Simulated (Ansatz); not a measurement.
Input and command of a plane-wave DFT calculation in Ansatz:

```yaml
crystal:
  lattice:
    - [3.3160456812, 0.0, 0.0]
    - [-1.6580228406, 2.8717798001, 0.0]
    - [0.0, 0.0, 5.4958083947]
  atoms:
    - { symbol: Mo, position: [0.0, 0.0, 0.5] }
    - { symbol: S, position: [0.3333333333, 0.6666666667, 0.2410625189] }
    - { symbol: S, position: [0.6666666667, 0.3333333333, 0.7589374811] }
basis:
  ecutwfc: 420
kpoints:
  mp_grid: { grid: [18, 18, 10] }
hamiltonian:
  xc: pbesol
scf:
  occupations: { method: gaussian, width: 0.15 }
output:
  forces: true
  stress: true
  eigenvalues: true
```

```bash
ansatz run input.yaml --threads 1 --pin off --max-ram 2560MiB --backend cpu --events-out ev --progress --plain --runs-dir out
```

Processor: Arm Neoverse V1, 1 thread, on a host shared with other jobs.

Task: Estimate time, memory and problem size.

Result: About 13 s on 1 thread of Arm Neoverse V1, on a shared host, peak memory 0.49 GiB. It solves 17 bands at 330 k points (the mesh reduced by the symmetry that the task leaves, which can be less than the crystal's) with about 1039 plane waves, in 7 SCF iterations.
